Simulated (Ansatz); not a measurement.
# SnSe (Pnma): gap against strain (uniaxial along z, other directions held)

SnSe (Pnma) from a database of computed structures, relaxed with r2SCAN in Ansatz 0.2.0, then strained (uniaxial along z, other directions held; changes of length per length, axes as in the cell below) with the atoms relaxed again within the symmetry that is left. The symmetry is Pnma (No. 62, orthorhombic); a = 11.739 Å, b = 4.129 Å, c = 4.688 Å in the conventional setting, 28.41 Å³ an atom. Around Sn lie 3 Se at 2.76–2.77 Å; around Se lie 3 Sn at 2.76–2.77 Å. The values are computed, spin-unpolarised, and not measurements.

```
Sn Se
1.0
    11.73926    0.00000    0.00000
     0.00000    4.12947    0.00000
     0.00000    0.00000    4.68808
Sn Se
4 4
Direct
  0.62109 0.75000 0.37852
  0.87891 0.25000 0.87852
  0.37891 0.25000 0.62148
  0.12109 0.75000 0.12148
  0.14842 0.25000 0.50959
  0.64842 0.25000 0.99041
  0.35158 0.75000 0.00959
  0.85158 0.75000 0.49041
```

Gaps are the least over each mesh (PBE 2×6×6, r2SCAN 2×6×6, HSE06 2×4×4 when unstrained) and the special points, which keep their unstrained names; stress is the change from the unstrained cell, compression positive.

```
strain (%)  gap, PBE (eV)  gap, r2SCAN (eV)  gap, HSE06 (eV)             edges, HSE06  stress along the strain, r2SCAN (GPa)  energy rise, r2SCAN (meV/atom)
      -3.0          0.665                 –            1.103  Γ–Z (0.66) → Γ–Y (0.67)                                      –                               –
      -1.0          0.721             1.009            1.165  Γ–Z (0.65) → Γ–Y (0.68)                                  +0.29                             0.3
       0.0          0.752             1.038            1.201  Γ–Z (0.64) → Γ–Y (0.68)                                   0.00                             0.0
      +1.0          0.783             1.068            1.236  Γ–Z (0.64) → Γ–Y (0.69)                                  -0.27                             0.2
      +2.0          0.815             1.099            1.273  Γ–Z (0.62) → Γ–Y (0.69)                                  -0.51                             0.9
      +3.0          0.849             1.132            1.312  Γ–Z (0.62) → Γ–Y (0.70)                                  -0.70                             2.0
```

Q: Estimate the row for a strain of -2.0 %.

A:
```
strain (%)  gap, PBE (eV)  gap, r2SCAN (eV)  gap, HSE06 (eV)             edges, HSE06  stress along the strain, r2SCAN (GPa)  energy rise, r2SCAN (meV/atom)
      -2.0          0.692             0.981            1.132  Γ–Z (0.66) → Γ–Y (0.68)                                  +0.61                             1.1
```

Between zero and the nearest strains the slope of the HSE06 gap against strain is +0.036 eV per percent for negative and +0.035 for positive strain.

No spin-orbit coupling is included; it can move band edges with weight on the heavy atoms by tenths of an eV.

Where an edge lies off the special points, it is a point of the mesh or the k point where a search put PBE's edge or least direct gap, reused for the other functionals, whose own edges may lie a little apart.

The meshes of the hybrids are coarse, so their gaps aren't converged to the digits shown.
